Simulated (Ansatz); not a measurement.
Level of theory: DFT PBE, scalar-relativistic, plane waves, PAW (Ansatz). All cells share a 420 eV cutoff and Γ-centred k meshes spaced at most about 0.3 Å⁻¹ (about 0.25 or finer for metals, 2π included). Collinear spin in cells that started with moments and kept them past the coarse steps, no spin elsewhere.

All energies are static (0 K, no zero-point motion). Lower structures may exist.

Question: Order these relaxed structures of SnIr3 by energy, lowest first, with the energy over the lowest of them.
A.

```xyz
4
Lattice="2.8049 0.0000 0.0000 0.0000 2.8049 0.0000 0.0000 0.0000 8.9905" Properties=species:S:1:pos:R:3 pbc="T T T"
Sn    0.0000    0.0000    0.0000
Ir    0.0000    1.4025    6.6483
Ir    1.4025    0.0000    2.3422
Ir    0.0000    0.0000    4.4952
```

B.

```xyz
4
Lattice="2.5331 1.4625 4.6710 -2.5331 1.4625 4.6710 0.0000 -2.9249 4.6710" Properties=species:S:1:pos:R:3 pbc="T T T"
Sn    0.0000    0.0000    0.0000
Ir    0.0000   -1.4625    2.3355
Ir    1.2665    0.7312    2.3355
Ir   -1.2665    0.7312    2.3355
```

C.

```xyz
8
Lattice="5.6829 0.0000 0.0000 -2.8415 4.9216 0.0000 0.0000 0.0000 4.5409" Properties=species:S:1:pos:R:3 pbc="T T T"
Sn    2.8415    1.6405    1.1352
Sn    0.0000    3.2810    3.4056
Ir    1.3848    0.7995    3.4056
Ir    4.2982    0.7995    3.4056
Ir    2.8415    3.3226    3.4056
Ir    1.4567    4.1221    1.1352
Ir   -1.4567    4.1221    1.1352
Ir    0.0000    1.5990    1.1352
```

Answer: C (0 meV/atom), A (395 meV/atom), B (945 meV/atom). Forms: C Ni3Sn (D0_19) type, P6_3/mmc, no spin; A P-4m2, moments up to 0.0 μB; B R-3m, moments up to 0.2 μB. Counting all near atoms (those within 1.25 times the shortest distance at each site): C has Sn 12, Ir 12; A has Sn 8, Ir 8; B has Sn 6, Ir 6. Even the lowest lies +0.09 eV/atom against the elements.

These runs have no spin–orbit coupling, which can matter for Ir. Another magnetic order may lie lower. The P6_3/mmc cell at 15.9 Å³/atom was relaxed from a Materials Project cell. Cells relaxed within their symmetry can be saddle points. Some types were kept out of the candidates beforehand, so the set may lack a known form.
